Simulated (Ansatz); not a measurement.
Input:

NbRu:
```xyz
2
Lattice="1.6099 -2.2808 0.0000 1.6099 2.2808 0.0000 0.0000 0.0000 4.2002" Properties=species:S:1:pos:R:3 pbc="T T T"
Nb     0.0000     0.0000     0.0000
Ru     1.6099     0.0000     2.1001
```

This is the PBEsol-relaxed structure. Tensor components refer to the Cartesian frame of this cell.

**Question.** All from the program Ansatz at the PBEsol level (PAW), unless another level is named. Give the Poisson's ratio.

**Answer.** 0.36.

**Question.** And the elastic constants (relaxed ions, GPa)?

**Answer.** C11 = 298, C22 = 364, C33 = 381, C12 = 162, C13 = 284, C23 = 154, C44 = 75.9, C55 = 98.5, C66 = 107.

Space group Cmmm. The first step of the workflow began from a Materials Project structure, measured or hypothetical; the Crystallography Open Database copy checked does not list it. COD files the formula under space group No. 123, 221. With Nb and Ru taken as one species the cell has the higher symmetry I4/mmm, so it may be an ordered model of a mixed-site phase. Its standing as an ambient phase is unchecked. The cell was relaxed with PBEsol under the symmetry of its start; whether a distortion lowers the energy is not shown. No spin polarisation was allowed. As this level gives no gap, shear constants depend on the k-mesh and smearing (Fermi–Dirac, 0.1 eV here). On the denser mesh and wider smearing of the elastic run this cell carries a stress of 0.7 GPa.

Potentials: the later of the program's two PAW sets.
